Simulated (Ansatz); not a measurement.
Polymorphs of InGaSbAs, each relaxed with plane-wave PAW PBE (Ansatz code):

A: Pmm2
a = 4.3744 Å, b = 4.3878 Å, c = 12.4262 Å, α = β = γ = 90.00°

| atom | site | symmetry | x | y | z |
|---|---|---|---|---|---|
| In | 1a | mm2 | 0.0000 | 0.0000 | 0.9917 |
| As | 1b | mm2 | 0.0000 | 0.5000 | 0.8677 |
| In | 1d | mm2 | 0.5000 | 0.5000 | 0.7428 |
| As | 1c | mm2 | 0.5000 | 0.0000 | 0.6178 |
| Ga | 1a | mm2 | 0.0000 | 0.0000 | 0.5095 |
| Sb | 1b | mm2 | 0.0000 | 0.5000 | 0.3847 |
| Ga | 1d | mm2 | 0.5000 | 0.5000 | 0.2593 |
| Sb | 1c | mm2 | 0.5000 | 0.0000 | 0.1354 |

B: Pmm2
a = 4.358 Å, b = 4.391 Å, c = 6.232 Å, α = 90.00°, β = 90.00°, γ = 90.00°

```csv
atom,site,symmetry,x,y,z
In,1a,mm2,0.0000,0.0000,0.9829
As,1b,mm2,0.0000,0.5000,0.7340
Ga,1d,mm2,0.5000,0.5000,0.5161
Sb,1c,mm2,0.5000,0.0000,0.2700
```

Problem. Put the candidates in order of energy per atom at 0 K, lowest first, for PBE.

Solution. A (+0 meV/atom), B (+13 meV/atom)

Typed or built starts, not in the databases checked: A; B. All cells were relaxed under the symmetry of their starts (and spin orders); stability against distortions was not tested throughout. Spin–orbit coupling is left out wherever it is not named.

Energies hold the estimated change up to a 700 eV cutoff; steps of a few meV lie near the error of the meshes.

Potentials: the earlier of the program's two PAW sets.
